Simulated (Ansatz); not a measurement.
Consider the following.

HfO2:
```cif
data_HfO2
_chemical_formula_sum 'Hf1 O2'
_space_group_name_H-M_alt 'P-3m1'
_space_group_IT_number 164
_space_group_name_Hall '-P 3 2"'
_cell_length_a 3.22967
_cell_length_b 3.22967
_cell_length_c 4.67779
_cell_angle_alpha 90.000
_cell_angle_beta 90.000
_cell_angle_gamma 120.000
loop_
_atom_site_label
_atom_site_type_symbol
_atom_site_symmetry_multiplicity
_atom_site_Wyckoff_symbol
_atom_site_fract_x
_atom_site_fract_y
_atom_site_fract_z
_atom_site_occupancy
Hf1 Hf 1 a 0.00000 0.00000 0.00000 1
O1 O 2 d 0.33333 0.66667 0.20502 1
```

This is the r²SCAN+D4-relaxed structure.

Task: All from plane-wave PAW r²SCAN+D4 (Ansatz code), unless another level is named. Give the hole effective mass.

Result: 1.9, 2.4, 3.2 mₑ (principal values).

Task: Predict the electron effective mass with spin–orbit coupling.

Result: 1.0, 1.2, 1.2 mₑ (principal values).

Task: What about the HSE06 gap on the r²SCAN+D4 cell?

Result: 6.23 eV.

Task: And the valence-band maximum?

Result: on the K–Γ line, 64 % of the way from K.

The cell is a constructed one: a structure type filled with these elements; neither database checked (COD, Materials Project) lists it. It is not the phase usual at ambient conditions (space group No. 14, 29). The cell was relaxed with r²SCAN+D4 under the symmetry of its start; whether a distortion lowers the energy is not shown. The run is not spin-polarised. Spin–orbit coupling is left out wherever it is not named.

Potentials: the earlier of the program's two PAW sets.
